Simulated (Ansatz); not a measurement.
**Which element?**

Cell vectors (Å):

```
3.8041 0.0000 0.0000
0.0000 3.8041 0.0000
0.0000 0.0000 4.7487
```

| atom | a | b | c |
| --- | --- | --- | --- |
| Sn | 0.5000 | 0.0000 | 0.2428 |
| Sn | 0.0000 | 0.5000 | 0.7572 |
| X | 0.0000 | 0.0000 | 0.0000 |
| X | 0.5000 | 0.5000 | 0.0000 |

Computed with PBEsol, all-electron LAPW in Ansatz 0.2.0, scalar-relativistic. k mesh 10×10×8, Fermi-Dirac smearing of 0.080 eV.

Harmonic phonons of a crystal by Kohn-Sham DFT at the given cell, standard atomic masses, acoustic sum rule imposed; negative wavenumbers are unstable modes.

```tsv
point	q a (r.l.u.)	q b (r.l.u.)	q c (r.l.u.)	branch	phonon wavenumber (cm⁻¹)
Gamma	0	0	0	4	112.8
Gamma	0	0	0	6	206.3
Gamma	0	0	0	7	265.4
Gamma	0	0	0	9	345.4
Gamma	0	0	0	10	363.1
Gamma	0	0	0	11	457.3
```

**Question.** All X atoms are one element. Which one was computed?

**Answer.** O; the crystal is SnO (P4/nmm).

Limits of these numbers: responses of metals move with mesh and smearing; no dispersion correction, so the spacing and stiffness between layers or molecules are poor; zone-boundary modes aren't tested.
